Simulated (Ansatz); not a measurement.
## Run on GdAl (Pm-3m) — spiral at q = 0

Theory: DFT, LDA, all-electron LAPW, scalar-relativistic in Ansatz 0.2.0.

Command: `ansatz run input.yaml --threads 2 --pin off --max-ram 5120MiB --backend cpu --events-out ev --progress --plain --runs-dir out`

```yaml
crystal:
  lattice:
    - [3.62796413, 0.0, 0.0]
    - [0.0, 3.62796413, 0.0]
    - [0.0, 0.0, 3.62796413]
  atoms:
    - { symbol: Gd, position: [0.0, 0.0, 0.0], spin: 7.0, spin_axis: [1.0, 0.0, 0.0] }
    - { symbol: Al, position: [0.5, 0.5, 0.5] }
magnetization:
  noncollinear: true
  spin_spiral: { q: [0.0, 0.0, 0.0] }
kpoints:
  mp_grid: { grid: [10, 10, 10] }
scf:
  occupations: { method: fermi_dirac, width: 0.05 }
hamiltonian:
  xc: lda
  pseudopotentials: { kind: all_electron, lapw: { basis_error: 0.0005 } }
output:
  eigenvalues: false
```

The program prints:

```
settings of this run that can trade accuracy for cost: output.eigenvalues: false. Do not mix this run's numbers with those of runs without the same settings; the input reference describes each key
LAPW: plane waves up to 6.703 Å⁻¹, error target 5.0e-4 eV per atom; small_component_spin mean_spin; Al in spheres of 1.362 Å, 11 of its electrons in bands, Dirac shells []; Gd in spheres of 1.780 Å, 28 of its electrons in bands, Dirac shells [] (how accurate: hamiltonian.pseudopotentials.lapw.basis_error, Limitations)
band count auto-derived: 52 (N_el = 39.0; filled up to band 39; 48 by the electrons, moments and atoms)
Engine: ansatz 0.2.0
Pseudopotentials: kind: all_electron
Pseudopotential: Gd, LAPW, valence charge 28, lapw/all_electron/scalar/gaussian/Gd, Koelling and Harmon's equation, gaussian nucleus
Pseudopotential: Al, LAPW, valence charge 11, lapw/all_electron/scalar/gaussian/Al, Koelling and Harmon's equation, gaussian nucleus
Functional definition: SPW92
  exchange = slater_x
  correlation = pw_c
Crystal: 2 atoms, lattice volume = 47.752 Å³
Basis set: ecut = 171.16715547849662 eV, 251 PW (Γ), exchange–correlation at level 2
Bands: 52, of which v1, the nominal top of the filled ones, is band 39 counted from 1 (38 counted from 0)
Symmetry: 48 space group operations
k-points: 56 of 1000
Spin spiral: q = (0, 0, 0) of the reciprocal vectors; moments are told in the frame that turns with it, a site's in that at the site
Non-local potential: Gd, projectors of the file, none
Non-local potential: Al, projectors of the file, none
Initial density: superposition of atomic densities (chi_scale 0.1, normalization cell)
Starting moments: Σ|m| = 7 μB on 1 of 2 sites
Initial wavefunctions: plane waves of lowest kinetic energy (no species holds an atomic orbital)
Functional: x = slater, c = lda
iter 1 solved again at ethr=1.13e-4 eV; its pass at ethr=1.00e-1 eV (dr2=4.39e-2 eV) is discarded
SCF iter   1: F=—  HF=-313071.924915 eV  |F-HF|=—  |Δ(HF+E_count)|=         —  Δρ=9.80e-3  dr2=4.42e-2  dr2_m=2.04e-3  ethr=1.13e-4  |M|=6.86e0 ∫|m|=6.90e0 μB  β_m=0.30  ⟨swp⟩=3.0  Hψ=19458  notcnv=0
[...]
the basis was enlarged: its passes take 8.2 MiB over the memory plan, 2 of 2 planned eigensolver slots
[...]
SCF iter  13: F=—  HF=-313071.837759 eV  |F-HF|=—  |Δ(HF+E_count)|=   5.53e-6  Δρ=1.87e-4  dr2=3.97e-7  dr2_m=3.83e-6  ethr=8.09e-10  |M|=7.04e0 ∫|m|=7.12e0 μB  β_m=0.64  ⟨swp⟩=2.0  Hψ=8679  notcnv=0
SCF iter  14: F=—  HF=-313071.837788 eV  |F-HF|=—  |Δ(HF+E_count)|=   2.84e-5  Δρ=8.68e-5  dr2=3.45e-6  dr2_m=8.25e-7  ethr=8.09e-10  |M|=7.03e0 ∫|m|=7.11e0 μB  β_m=0.41  ⟨swp⟩=3.0  Hψ=9555  notcnv=0
SCF iter  15: F=-313071.837765 eV  HF=-313071.837765 eV  |F-HF|=7.74e-9  |Δ(HF+E_count)|=   2.23e-5  Δρ=7.11e-6  dr2=5.46e-8  dr2_m=2.18e-9  ethr=8.09e-10  |M|=7.04e0 ∫|m|=7.11e0 μB  ⟨swp⟩=3.0  Hψ=9580  notcnv=0
SCF 1 converged in 15 iterations: F = -313071.837765 eV  dr2 = 5.46e-8
WARN: this state was not checked for a lower one beside it: the run's test of it (scf.lower_state_search) could not run behind this SCF: none is made under non-collinear spin (noncollinear)
SCF converged after 15 iterations
Magnetization: |M| = 7.0355 μB,  M = (+7.0355, +0.0000, +0.0000) μB
Absolute magnetization: 7.1140 μB (∫|m|)
  site 0: m = (+7.0463, +0.0000, +0.0000) μB, |m| = 7.0463 μB  (R = 1.78 Å)
  site 1: m = (-0.0331, -0.0000, +0.0000) μB, |m| = 0.0331 μB  (R = 1.36 Å)
Free energy (F): -313071.837765 eV
Harris-Foulkes:  -313071.837765 eV  (|F-HF|=7.74e-9)
Internal energy: -313071.827784 eV  (E = F + TS)
E sigma→0 (E₀):  -313071.832775 eV
Entropy (-TS):   -0.009981 eV (-4.991 meV/atom)
Fermi energy:    12.881673 eV
--- Per-component energies (eV) ---
  E_band       = -1747.092373
  E_kinetic    = 339652.125919
  E_xc         = -7079.348889
  E_electrostatic = -645644.604814  (all electrons and nuclei)
  E_smearing   = -0.009981  (= −TS)
  E_closure    = 0.000000  (closes the sum)
  E_atoms      = -313052.504264  (free atoms, spherical and without spin; not in F)
  Σ components = -313071.837765   (vs F -313071.837765, Δ=0.00e0)
  Basis errors (estimates in eV, not in F): energy 1.3e-4 per atom: plane waves 1.0e-4 (5.2e-5 summed), levels above the bands 3.8e-24, relativity 3.6e-9, radial functions 2.5e-5, core shells 3.8e-7; eigenvalues (radial functions only) 1.2e-6; not estimated: angular momenta, meshes, grids; target (lapw.basis_error) 5.0e-4; muffin-tin radii Al 1.362 Å, Gd 1.780 Å
settings of this run that can trade accuracy for cost: output.eigenvalues: false. Do not mix this run's numbers with those of runs without the same settings; the input reference describes each key
```

Site moments (μB): Gd1 7.05, Al2 -0.03. Cell moment 7.04 μB in the turning frame.

Without U a semilocal functional puts the f levels too near the Fermi level, which can change moments and the order of magnetic states; site and cell moments are spin moments. Spin–orbit coupling is left out although heavy atoms are present. In at least one run the program's final test of stability wasn't made or came to no verdict. With open f shells a run can end in a state that isn't the lowest. None of this fixes the real material's magnetic order: only patterns that fit the cell were computed, without spin fluctuations and on one mesh and smearing, with a functional that can overstate moments.

It took 110 s on 2 threads of Arm Neoverse V2 (shared host), peak memory 0.67 GiB.
